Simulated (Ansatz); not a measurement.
**Co$_{2}$NiSe$_{4}$: pressure against volume**

Co$_{2}$NiSe$_{4}$, C2/m, a = 11.720 Å, b = 3.548 Å, c = 6.058 Å, β = 119.7°. The structure is a Materials Project entry; whether it is the stable form wasn't checked. Ansatz: PBEsol, PAW, 420 eV, Γ-centred 10×10×8 mesh on 7 atoms, Gaussian smearing 0.10 eV; no spin polarisation. Shape and atoms are relaxed at each volume; pressure is positive in compression.

```
V (Å³/atom) P (GPa)
     13.754        ?
     14.223    13.22
     14.691     7.96
     15.160     3.59
     15.629    -0.01
     16.098    -2.96
     16.567    -5.36
     17.192    -7.87
```

Question: Take V0 = 15.629 Å³/atom, count pressures from its P0 = -0.01 GPa, fit the third-order Birch–Murnaghan form to the other rows, and predict the missing pressure.

Answer: With the Eulerian strain f = ½[(V0/V)^(2/3) − 1] and y = (P − P0)/[3f(1 + 2f)^(5/2)], the form is the line y = B0 + 1.5 B0 (B0′ − 4) f. Rows (f, y): 0.03243, 116.2; 0.02106, 113.8; 0.01026, 111.2; -0.00976, 105.8; -0.01906, 103.1; -0.03078, 99.8. Means f = 0.0006917, y = 108.32; Σ(Δf)² = 0.003004, ΣΔfΔy = 0.7869; the slope is their ratio. y = 108.1 + 262.0 f GPa, so B0 = 108.1 GPa and B0′ = 4 + 2 × (262.0)/(3 × 108.1) = 5.62. At V = 13.754, f = 0.04447, y = 119.75 and P = 19.76 GPa. The run gave 19.57 GPa, so the fit is 0.19 GPa too high, a small miss on the scale of the series.

Spin polarisation was left out, and a magnetic state may lie lower.